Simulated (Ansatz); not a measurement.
Input:

HgTe:
```cif
data_Hg3Te3
_chemical_formula_sum 'Hg3 Te3'
_space_group_name_H-M_alt 'P 1'
_space_group_IT_number 1
_cell_length_a 4.43469
_cell_length_b 4.43469
_cell_length_c 10.06413
_cell_angle_alpha 90.000
_cell_angle_beta 90.000
_cell_angle_gamma 120.000
loop_
_space_group_symop_operation_xyz
  'x, y, z'
loop_
_atom_site_label
_atom_site_type_symbol
_atom_site_fract_x
_atom_site_fract_y
_atom_site_fract_z
_atom_site_occupancy
Hg1 Hg 0.64279 0.64279 0.00000 1
Hg2 Hg 0.35721 0.00000 0.66667 1
Hg3 Hg 0.00000 0.35721 0.33333 1
Te1 Te 0.54963 0.54963 0.50000 1
Te2 Te 0.45037 0.00000 0.16667 1
Te3 Te 0.00000 0.45037 0.83333 1
```

This is the LDA-relaxed structure.

Question: All from LDA in the plane-wave PAW code Ansatz, unless another level is named. Give the band gap.

Answer: 0.34 eV (indirect).

Question: Next, the electron effective mass?

Answer: 0.12, 0.59, 2.8 mₑ (principal values).

Question: Next, the formation energy from the elements (no fitted shifts)?

Answer: -94 meV/atom.

Question: Give the valence-band maximum.

Answer: at A.

Space group P3_221. The first step of the workflow began from a Materials Project structure, measured or hypothetical; the Crystallography Open Database copy checked does not list it. It is not the phase usual at ambient conditions (space group No. 216). Symmetry was held in the LDA relaxation; its stability against distortions is not shown here. The references are the lowest solids computed at this level, not always the standard phases. Spin–orbit coupling is left out wherever it is not named.

Potentials: the later of the program's two PAW sets.
